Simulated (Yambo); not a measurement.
Quantum ESPRESSO input (PBEsol, PseudoDojo standard norm-conserving files, scalar-relativistic) whose wavefunctions are converted with p2y:

```
&CONTROL
  calculation = 'nscf'
  pseudo_dir = './pseudo'
  outdir = './out'
/
&SYSTEM
  ibrav = 0
  nat = 8
  ntyp = 3
  ecutwfc = 84.0
  ecutrho = 336.0
  occupations = 'fixed'
  force_symmorphic = .true.
  nbnd = 302
/
&ELECTRONS
  conv_thr = 8e-09
  diago_full_acc = .true.
  diago_thr_init = 1e-08
/
ATOMIC_SPECIES
F 18.9984 F.upf
Ca 40.0780 Ca.upf
Pb 207.2000 Pb.upf
CELL_PARAMETERS angstrom
  0.000000000000   4.316985000000   4.316985000000
  4.316985000000   0.000000000000   4.316985000000
  4.316985000000   4.316985000000   0.000000000000
ATOMIC_POSITIONS crystal
F   0.760120000000   0.760120000000   0.239880000000
F   0.239880000000   0.239880000000   0.760120000000
F   0.239880000000   0.760120000000   0.760120000000
F   0.760120000000   0.239880000000   0.239880000000
F   0.760120000000   0.239880000000   0.760120000000
F   0.239880000000   0.760120000000   0.239880000000
Ca   0.500000000000   0.500000000000   0.500000000000
Pb   0.000000000000   0.000000000000   0.000000000000
K_POINTS automatic
1 1 1 0 0 0
```

Yambo's initialisation report on symmetry, reciprocal space, the k grid and the gaps on this mesh:

```
  [02.02] Symmetries
  ==================

  Inversion symmetry    : yes
  Spatial inversion     : yes
  Inversion index       :  25
  K-space Time-reversal : no
  Magnetic symmetries   : no
  Group table correct   : yes
  Symmetries units      :  [cc]

  [02.03] Reciprocal space
  ========================

  nG shells         :   758
  nG charge         :  113131
  nG WFs            :  14163
  nC WFs            :  14163
  G-vecs. in first 75 shells:  [ Number ]
     1    9   15   27   51   59   65   89  113
    137   169   181   229   259   283   307   331   339
    387   411   459   531   537   561   609   645   701
    725   749   821   869   893   941   965  1037  1067
   1139  1211  1243  1291  1363  1411  1459  1471  1591
   1639  1687  1759  1807  1837  1893  1917  1989  2085
   2109  2133  2229  2277  2397  2421  2445  2565  2637
   2685  2733  2741  2837  2891  2975  3071  3119  3143
    3215   3287   3383
  ...
  Shell energy in first 75 shells:  [ mHa ]
    0.00000      222.450      296.600      593.200      815.650      889.800      1186.40      1408.85      1483.00
    1779.60      2002.05      2372.80      2595.25      2669.40      2966.00      3188.45      3262.60      3559.20
    3781.65      3855.80      4152.40      4374.85      4745.60      4968.05      5042.20      5338.80      5561.25
    5635.40      5932.00      6154.45      6228.60      6525.20      6747.65      7118.40      7340.85      7415.00
    7711.60      7934.05      8008.20      8527.25      8601.40      8898.00      9120.45      9491.20      9713.65
    9787.80      10084.4      10306.8      10381.0      10677.6      10900.0      10974.2      11270.8      11493.2
    11864.0      12086.4      12160.6      12457.2      12679.6      12753.8      13050.4      13272.8      13347.0
    13643.6      13866.0      14236.8      14459.2      14533.4      14830.0      15052.4      15126.6      15423.2
    15645.6      15719.8      16016.4
  ...

  [02.04] K-grid lattice
  ======================

  Compatible Grid is   : 0D
  K lattice UC volume  :  0.228440 [a.u.]

  IBZ K-points                                      :  1
  BZ  K-points                                      :  1

  K/Q-points units:
  rlu = crystal or reduced units; cc = cartesian coordinates; iku = interal k-units

  K [1]          [rlu]:  0.000000  0.000000  0.000000
         WF components:  14163

  [02.05] Energies & Occupations
  ==============================

  [X] === General ===
  [X] Electronic Temperature                        :  0.000000  0.000000 [eV K]
  [X] Bosonic    Temperature                        :  0.000000  0.000000 [eV K]
  [X] Finite Temperature mode                       : no
  [X] El. density                                   :  0.41018E+24 [cm-3]
  [X] Fermi Level                                   : -1.236891 [eV]

  [X] === Gaps and Widths ===
  [X] Conduction Band Min                           :  3.668013 [eV]
  [X] Valence Band Max                              :  0.000000 [eV]
  [X] Filled Bands                                  :   33
  [X] Empty Bands                                   :   34  302
  [X] Direct Gap                                    :  3.668013 [eV]
  [X] Direct Gap localized at k                     :  1
```
The gaps are PBEsol values on this mesh alone; only operations without fractional translations are kept.

Spin-orbit coupling is not included.

Geometry of the Materials Project entry, not relaxed at this level.
